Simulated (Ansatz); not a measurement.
The cell comes from COD entry 9011006, which wasn't checked; take it as a given geometry. The listed cell was then made from it by scaling, straining or moving an atom.

K: DFT, PBEsol, all-electron PAW with datasets made for the crystal, scalar-relativistic (Ansatz 0.2.0). What sets it apart from a plain run of this crystal: equal xx and yy strain of -1 %.

Command: `ansatz run input.yaml --threads 1 --pin off --max-ram 3072MiB --backend cpu --events-out ev --progress --plain --runs-dir out` The run took 5.6 s on 1 thread of Arm Neoverse V2, with other jobs on the host, peak memory 0.32 GiB.

```yaml
crystal:
  lattice:
    - [-2.59182, 2.59182, 2.618]
    - [2.59182, -2.59182, 2.618]
    - [2.59182, 2.59182, -2.618]
  atoms:
    - { symbol: K, position: [0.0, 0.0, 0.0] }
kpoints:
  mp_grid: { grid: [10, 10, 10] }
scf:
  occupations: { method: fermi_dirac, width: 0.08 }
hamiltonian:
  xc: pbesol
  pseudopotentials: { kind: all_electron, datasets: crystal }
output:
  forces: true
  stress: true
  eigenvalues: true
  efg: { contact_densities: true }
```

Output:

```
hamiltonian.pseudopotentials.datasets: crystal makes datasets for this crystal and solves the spheres of its atoms anew in each pass: cutoff 180.0 eV, the density's 720.0 eV; for an error of 0.50 meV an atom under PBE, 0.5 meV for the cell; an energy difference from a run of another recipe may be off by several times the error for the cell, under r2SCAN by more, where some 0.1 meV an atom stays at smaller errors; K in spheres of 1.376 Å, 9 of its electrons in bands
Engine: ansatz 0.2.0
Pseudopotentials: kind: all_electron
Pseudopotential: K, paw, valence charge 9, recommended cutoff 180 eV (normal), Koelling and Harmon's equation, gaussian nucleus
Functional definition: PBEsol
  exchange = pbesol_x
  correlation = pbesol_c
Crystal: 1 atoms, lattice volume = 70.346 Å³
Basis set: ecut = 180 eV, 381 PW (Γ), exchange–correlation on 40×40×40 points (8 copies of the dense FFT grid, shifted against one another)
Bands: 9, of which v1, the nominal top of the filled ones, is band 5 counted from 1 (4 counted from 0)
Symmetry: 16 space group operations
Space group: I4/mmm (ITA 139), of the structure as read, at distance tolerance 4.1e-5 Å
k-points: 102 of 1000
Non-local potential: K, projectors of the file, l = 0: 2, l = 1: 3, l = 2: 2
PAW form: soft (Blöchl's): semilocal exchange-correlation on the pseudo side does not see the compensation charge
PAW one-centre angular grid: K, 110 points (default); XC on its mesh's 1971 points in the sphere
Initial density: superposition of atomic densities (neutral atoms: chi_scale 0, normalization atom)
Initial wavefunctions: pseudopotential atomic-orbital guess
Functional: x = pbesol(κ = 0.804, μ = 0.12345679012345678), c = pbesol(β = 0.046)
iter 1 solved again at ethr=2.71e-4 eV; its pass at ethr=1.00e-1 eV (dr2=2.44e-2 eV) is discarded
SCF iter   1: F=—  HF=-16362.887915 eV  |F-HF|=—  |Δ(HF+E_count)|=         —  Δρ=4.24e-3  dr2=2.47e-2  ethr=2.71e-4  ⟨swp⟩=6.2  Hψ=7164  notcnv=0
preconditioner: auto → Kerker (q_TF=auto, 1.937 Å⁻¹)  [metal: Δε(μ)=0.003 eV  Ē_g=4.165 eV  σ=0.080 eV  W_gap=0.01  n_scr=12 (ndim 8)  ℏωp=4.4 eV  f_vac=0.000  D(μ)=0.88/eV (n_scr^D=0)]
SCF iter   2: F=—  HF=-16362.881446 eV  |F-HF|=—  |Δ(HF+E_count)|=   6.47e-3  Δρ=2.26e-3  dr2=1.05e-2  ethr=2.71e-4  ⟨swp⟩=2.0  Hψ=1721  notcnv=0
SCF iter   3: F=—  HF=-16362.879560 eV  |F-HF|=—  |Δ(HF+E_count)|=   1.89e-3  Δρ=1.55e-3  dr2=5.14e-3  ethr=1.17e-4  ⟨swp⟩=2.0  Hψ=1497  notcnv=0
iter 4 solved again at ethr=5.47e-6 eV; its pass at ethr=5.72e-5 eV (dr2=4.92e-4 eV) is discarded
SCF iter   4: F=—  HF=-16362.878877 eV  |F-HF|=—  |Δ(HF+E_count)|=   6.83e-4  Δρ=5.23e-4  dr2=4.67e-4  ethr=5.47e-6  ⟨swp⟩=2.0  Hψ=5594  notcnv=0  defer=1
SCF iter   5: F=—  HF=-16362.878906 eV  |F-HF|=—  |Δ(HF+E_count)|=   2.94e-5  Δρ=2.65e-4  dr2=1.02e-4  ethr=5.19e-6  ⟨swp⟩=2.0  Hψ=1428  notcnv=0
SCF iter   6: F=—  HF=-16362.878933 eV  |F-HF|=—  |Δ(HF+E_count)|=   2.68e-5  Δρ=5.98e-5  dr2=1.75e-6  ethr=1.14e-6  ⟨swp⟩=3.0  Hψ=1643  notcnv=0
SCF iter   7: F=—  HF=-16362.878935 eV  |F-HF|=—  |Δ(HF+E_count)|=   1.67e-6  Δρ=1.41e-5  dr2=1.93e-7  ethr=1.94e-8  ⟨swp⟩=3.6  Hψ=1675  notcnv=0
SCF iter   8: F=-16362.878935 eV  HF=-16362.878935 eV  |F-HF|=1.41e-8  |Δ(HF+E_count)|=   1.64e-7  Δρ=3.31e-6  dr2=1.15e-8  ethr=2.15e-9  ⟨swp⟩=3.0  Hψ=1729  notcnv=0
SCF 1 converged in 8 iterations: F = -16362.878936 eV  dr2 = 1.15e-8
  Residual-converged pass: ⟨swp⟩=4.0  Hψ=1951  notcnv=0  max |occ|·‖R‖ = 3.7e-6 eV (tolerance 3.7e-6 eV)  dr2=1.15e-8  dr2_onsite=4.07e-10  max |Δocc| = 9.8e-9
  greatest PAW one-centre occupation: 0.985 electrons in one spin orbital (limit 2), on the K atom at site 0 (counted from 0), in its partial waves of l = 0
SCF converged after 8 iterations
Free energy (F): -16362.878936 eV
Harris-Foulkes:  -16362.878936 eV  (|F-HF|=1.41e-8)
Internal energy: -16362.860949 eV  (E = F + TS)
E sigma→0 (E₀):  -16362.869943 eV
Entropy (-TS):   -0.017986 eV (-17.986 meV/atom)
Past the cutoff: the bands carry plane waves up to 1.75 times it, of which those up to 1.5 times it add -0.000372 eV an atom, each by itself; the spheres take 0.000726 eV an atom off the energy for waves past 1.75 times it
By the cutoff:   a pressure is off by up to 0.006 GPa (1.2 times the spheres' own share and the shells' term, over an atom's volume, and 0.004 GPa: a bound that held against runs at twice the plane waves)
Past the cutoffs: a stress includes 0.0022 GPa for waves and charges beyond them, in addition to the slope of what the spheres take
In the spheres:  the bands' charges fall short by 1.0e-7 e at most (sound up to 1e-3)
Fermi energy:    2.080171 eV
--- Per-component energies (eV) ---
  The terms above E_closure are by the made datasets' own strengths, without shells solved beside the bands.
--- Forces (eV/Å), atoms counted from 1 ---
  atom   1  K      0.00000000     0.00000000     0.00000000
  max |Σ_I F_I| component: 3.08e-33 eV/Å
--- Stress (GPa, compression-positive) ---
        0.040576       0.000000       0.000000
        0.000000       0.040576       0.000000
        0.000000       0.000000       0.041801
  P = ⅓ Tr σ = 0.0410 GPa (0.410 kbar)
--- PAW observables at the nuclei: V_zz in 10²¹ V/m², potentials from the cell's mean, atoms counted from 1 ---
  atom   1  K  V_zz =    -0.004488   η = 0.0000   by run symmetry: allowed
            electrostatic potential = -2056.898394 V   contact ρ = 34709.651135 e/Å³
--- Band table (eV; the first three rows and the last of 102) ---
  k-point 0: bands = ["-29.8825", "-13.3905", "-13.3905", "-13.3904", "-0.1389", "6.3953", "6.3953"]
  k-point 1: bands = ["-29.8820", "-13.3983", "-13.3930", "-13.3905", "-0.0092", "6.2300", "6.2441"]
  k-point 2: bands = ["-29.8807", "-13.4186", "-13.3999", "-13.3906", "0.3709", "5.5232", "5.8767"]
  k-point 101: bands = ["-29.8733", "-13.4492", "-13.4477", "-13.4477", "3.7190", "3.7528", "5.5878"]
```
